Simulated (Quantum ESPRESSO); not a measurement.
## Hf3TiPt3Zr (input and log of a self-consistent run)

Computed values, not a measurement. The program is pw.x of Quantum ESPRESSO 7.5 (plane-wave density functional theory). The cell is made up: eight metal atoms on a face-centred cubic lattice, with elements, volume, strain and displacements drawn at random and not relaxed, so it may be unstable or far from any real phase. PseudoDojo standard norm-conserving files set the functional (PBE unless stated); there is no spin polarisation or spin-orbit coupling, the Fermi-Dirac width of 0.25 eV means electrons at about 2900 K, and the masses in the input are unused placeholders. Heavy elements are run without spin-orbit coupling, which real alloys of them have. A spin test at this wide smearing found no moment, but such smearing suppresses magnetism that the real alloy may have.

Input:

```
&control calculation='scf', pseudo_dir='./dojo.nc.sr.pbe.v0_5.standard.upf', outdir='./o', disk_io='minimal', tprnfor=.true., tstress=.true. /
&system ibrav=0, nat=8, ntyp=4, nbnd=75, ecutwfc=84.00895049, nosym=.true., tot_charge=0,
 occupations='smearing', smearing='fd', degauss=0.0183746611
/
&electrons conv_thr=1.470e-08, electron_maxstep=70, mixing_beta=0.5 /
ATOMIC_SPECIES
Hf 1.0 Hf.upf
Pt 1.0 Pt.upf
Ti 1.0 Ti.upf
Zr 1.0 Zr.upf
CELL_PARAMETERS angstrom
0.0 2.1362 2.1362
0.0 4.2724 -4.2724
-8.5449 -2.1362 2.1362
ATOMIC_POSITIONS angstrom
Hf 0.0625 0.0347 0.1027
Ti -4.2318 -0.1002 -0.0076
Pt -0.0644 2.1827 -2.1578
Zr -4.3187 2.3151 -2.0894
Pt -6.4216 0.0942 1.9802
Pt -2.0681 2.1181 -0.0536
Hf -6.4269 2.0751 0.0685
Hf -2.1007 4.2821 -2.046
K_POINTS automatic
8 4 3 1 1 1
```

The log is shortened where brackets say so; the opening notice, blank lines, dates and the lines on written files are dropped, and the path of the files is cut. It prints rydbergs, bohrs and kilobars, and counts compression as positive stress. Its total energy is the free energy E - TS of the whole cell.

```
     Program PWSCF v.7.5
     Parallel version (MPI & OpenMP), running on       4 processor cores
     Number of MPI processes:                 4
     Threads/MPI process:                     1
     [start-up lines left out]
     bravais-lattice index     =            0
     lattice parameter (alat)  =       5.7089  a.u.
     unit-cell volume          =    1052.5613 (a.u.)^3
     number of atoms/cell      =            8
     number of atomic types    =            4
     number of electrons       =       114.00
     number of Kohn-Sham states=           75
     kinetic-energy cutoff     =      84.0090  Ry
     charge density cutoff     =     336.0358  Ry
     scf convergence threshold =      1.5E-08
     mixing beta               =       0.5000
     number of iterations used =            8  plain     mixing
     Exchange-correlation= PBE
                           (   1   4   3   4   0   0   0)
     [axes and pseudopotential details left out]
   Cartesian axes
     site n.     atom                  positions (alat units)
         1        Hf     tau(   1) = (   0.0206882   0.0114861   0.0339949  )
         2        Ti     tau(   2) = (  -1.4007745  -0.0331674  -0.0025157  )
         3        Pt     tau(   3) = (  -0.0213171   0.7224988  -0.7142566  )
         4        Zr     tau(   4) = (  -1.4295394   0.7663247  -0.6916154  )
         5        Pt     tau(   5) = (  -2.1256235   0.0311813   0.6554690  )
         6        Pt     tau(   6) = (  -0.6845649   0.7011155  -0.0177422  )
         7        Hf     tau(   7) = (  -2.1273779   0.6868820   0.0226743  )
         8        Hf     tau(   8) = (  -0.6953559   1.4174244  -0.6772495  )
     number of k points=    48  Fermi-Dirac smearing, width (Ry)=  0.0184
                       cart. coord. in units 2pi/alat
        k(    1) = (  -0.0810217   0.0883883   0.0000000), wk =   0.0416667
        k(    2) = (   0.1546778   0.0883883   0.0000000), wk =   0.0416667
     [further k points left out]
     Dense  grid:   109479 G-vectors     FFT dimensions: (  36,  72, 100)
     Estimated max dynamical RAM per process >     402.63 MB
     Estimated total dynamical RAM >       1.49 GB
     Initial potential from superposition of free atoms
     starting charge     113.9900, renormalised to     114.0000
     Starting wfcs are   80 randomized atomic wfcs
     total cpu time spent up to now is       10.4 secs
     per-process dynamical memory:   313.1 Mb
     Self-consistent Calculation
     iteration #  1     ecut=    84.01 Ry     beta= 0.50
     Davidson diagonalization with overlap
     ethr =  1.00E-02,  avg # of iterations =  2.6
     total cpu time spent up to now is       36.7 secs
     total energy              =   -1338.08731818 Ry
     estimated scf accuracy    <       6.47871550 Ry
     iteration #  2     ecut=    84.01 Ry     beta= 0.50
     Davidson diagonalization with overlap
     ethr =  5.68E-03,  avg # of iterations =  4.0
     total cpu time spent up to now is       67.0 secs
     total energy              =   -1338.28111392 Ry
     estimated scf accuracy    <      68.60983639 Ry
     iteration #  3     ecut=    84.01 Ry     beta= 0.50
     Davidson diagonalization with overlap
     ethr =  5.68E-03,  avg # of iterations =  6.0
     total cpu time spent up to now is       97.7 secs
     total energy              =   -1341.95052433 Ry
     estimated scf accuracy    <       6.49313807 Ry
     iteration #  4     ecut=    84.01 Ry     beta= 0.50
     Davidson diagonalization with overlap
     ethr =  5.68E-03,  avg # of iterations =  2.0
     total cpu time spent up to now is      119.5 secs
     total energy              =   -1342.30664170 Ry
     estimated scf accuracy    <       2.45242254 Ry
     iteration #  5     ecut=    84.01 Ry     beta= 0.50
     Davidson diagonalization with overlap
     ethr =  2.15E-03,  avg # of iterations =  1.9
     total cpu time spent up to now is      141.2 secs
     total energy              =   -1342.25369094 Ry
     estimated scf accuracy    <       1.00207193 Ry
     [iterations 6 to 16 left out]
     iteration # 17     ecut=    84.01 Ry     beta= 0.50
     Davidson diagonalization with overlap
     ethr =  7.15E-10,  avg # of iterations =  2.2
     total cpu time spent up to now is      434.5 secs
     total energy              =   -1342.28186921 Ry
     estimated scf accuracy    <       0.00000071 Ry
     iteration # 18     ecut=    84.01 Ry     beta= 0.50
     Davidson diagonalization with overlap
     ethr =  6.22E-10,  avg # of iterations =  1.2
     total cpu time spent up to now is      455.5 secs
     total energy              =   -1342.28186927 Ry
     estimated scf accuracy    <       0.00000017 Ry
     iteration # 19     ecut=    84.01 Ry     beta= 0.50
     Davidson diagonalization with overlap
     ethr =  1.53E-10,  avg # of iterations =  2.0
     total cpu time spent up to now is      477.9 secs
     total energy              =   -1342.28186928 Ry
     estimated scf accuracy    <       0.00000017 Ry
     iteration # 20     ecut=    84.01 Ry     beta= 0.50
     Davidson diagonalization with overlap
     ethr =  1.49E-10,  avg # of iterations =  1.2
     total cpu time spent up to now is      498.7 secs
     total energy              =   -1342.28186929 Ry
     estimated scf accuracy    <       0.00000006 Ry
     iteration # 21     ecut=    84.01 Ry     beta= 0.50
     Davidson diagonalization with overlap
     ethr =  5.36E-11,  avg # of iterations =  1.2
     total cpu time spent up to now is      519.4 secs
     End of self-consistent calculation
     [lines on levels left out]
!    total energy              =   -1342.28186929 Ry
     estimated scf accuracy    <          6.7E-09 Ry
     smearing contrib. (-TS)   =      -0.14124029 Ry
     internal energy E=F+TS    =   -1342.14062900 Ry
     The total energy is F=E-TS. E is the sum of the following terms:
     one-electron contribution =    -396.04718710 Ry
     hartree contribution      =     247.32151426 Ry
     xc contribution           =    -265.55053228 Ry
     ewald contribution        =    -927.86442387 Ry
     convergence has been achieved in  21 iterations
     Forces acting on atoms (cartesian axes, Ry/au):
     atom    1 type  1   force =    -0.00125321    0.05191508   -0.07314546
     atom    2 type  3   force =     0.01003653    0.02372408   -0.02494433
     atom    3 type  2   force =     0.00372797    0.01007776   -0.01086100
     atom    4 type  4   force =    -0.02246842   -0.02037059    0.01093978
     atom    5 type  2   force =     0.01422442   -0.01614887    0.02622857
     atom    6 type  2   force =    -0.02176421   -0.01720774    0.02527910
     atom    7 type  1   force =    -0.02025975   -0.01810202    0.03425102
     atom    8 type  1   force =     0.03775667   -0.01388770    0.01225233
     Total force =     0.129790     Total SCF correction =     0.000341
     Computing stress (Cartesian axis) and pressure
          total   stress  (Ry/bohr**3)                   (kbar)     P=      -38.99
  -0.00037930   0.00002413  -0.00001138          -55.80        3.55       -1.67
   0.00002413  -0.00024302   0.00015812            3.55      -35.75       23.26
  -0.00001138   0.00015812  -0.00017292           -1.67       23.26      -25.44
     init_run     :      9.72s CPU     10.09s WALL (       1 calls)
     electrons    :    498.13s CPU    509.06s WALL (       1 calls)
     forces       :      3.96s CPU      4.06s WALL (       1 calls)
     stress       :     14.22s CPU     14.54s WALL (       1 calls)
     [timing details left out]
     PWSCF        :   8m46.34s CPU   8m58.18s WALL
     JOB DONE.
```

In other units: free energy -18262.675 eV for the cell, pressure -3.90 GPa, largest force component 1.881 eV/Å in size. The run took 540 s of wall time with four MPI processes on a shared machine (Intel Xeon, older, virtual cores), so the time is rough. A rerun of this cell at a higher cutoff and on a denser mesh moved values by no more than 0.010 eV in energy, 0.04 GPa in stress and 0.005 eV/Å in force, and a second program with other atomic files agreed on that cell to 2 % rms in force and 0.5 GPa in pressure.